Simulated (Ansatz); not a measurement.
## C (P6/mmm), stationary points along a deformation path

Computed with DFT LDA, scalar-relativistic, plane waves, PAW (Ansatz). Settings: plane waves to 420 eV, k-mesh 24×24×6 (Γ-centred), Gaussian smearing 0.15 eV. No spin polarisation. Energies are free energies at this smearing, counted from the undisturbed cell; pressure is positive in compression.

The undisturbed cell (as given, not relaxed at this level; it stands at -1.6 GPa; this form isn't the usual structure):

```
C
1.0
     2.45617    0.00000    0.00000
    -1.22809    2.12711    0.00000
     0.00000    0.00000    8.52380
C
2
Direct
  0.33333 0.66667 0.00000
  0.66667 0.33333 0.00000
```

The cell holds layers and no dispersion correction was added, so their binding is poorly described.

At fixed volume and fractional coordinates, lengths along (0.000, 0.000, 1.000) are scaled against those across it; ρ is that ratio over its starting value. V = 22.266 Å³/atom. Δσ is the stress along the axis less the mean stress across it (compression positive).

| ρ | ΔE (meV/atom) | Δσ (GPa) | space group |
| --- | --- | --- | --- |
| 0.800 | 386.4 | 33.04 | P6/mmm |
| 0.850 | 220.5 | 25.87 | P6/mmm |
| 0.920 | 69.0 | 15.22 | P6/mmm |
| 0.960 | 21.3 | 8.87 | P6/mmm |
| 1.000 | 0.0 | 2.34 | P6/mmm |
| 1.050 | 8.1 | -6.02 | P6/mmm |
| 1.100 | 52.2 | -14.57 | P6/mmm |
| 1.200 | 239.2 | -32.17 | P6/mmm |
| 1.300 | 543.8 | -50.28 | P6/mmm |

Problem. How does the stress give the slope of the energy, and where is the energy stationary?

Solution. Along the path d ln(length) is 2/3 d ln ρ on the axis and −1/3 d ln ρ across it, so dE/d ln ρ = −(2/3) V Δσ: the energy falls with ρ where Δσ is positive. Δσ vanishes or changes sign between ρ = 1.000 and 1.050, a minimum (near 1.01 by linear interpolation). Pairs of stationary points between two samples would go unseen, and could change a minimum read from distant neighbours into a maximum.

Problem. Integrate that slope from ρ = 1 to 1.200 by the trapezoid rule.

Solution. With V/N in Å³ and 1 eV/Å³ = 160.2 GPa the slopes at ρ = 1.000, 1.050, 1.100, 1.200 are -217, 557, 1350, 2981 meV/atom per unit of ln ρ. The steps add 8.3 + 44.4 + 188.4 = 241.1 meV/atom, against 239.2 from the energies; the trapezoid rule misses the curvature of the slope within each step.

In a metal these slopes depend on the k mesh and the smearing.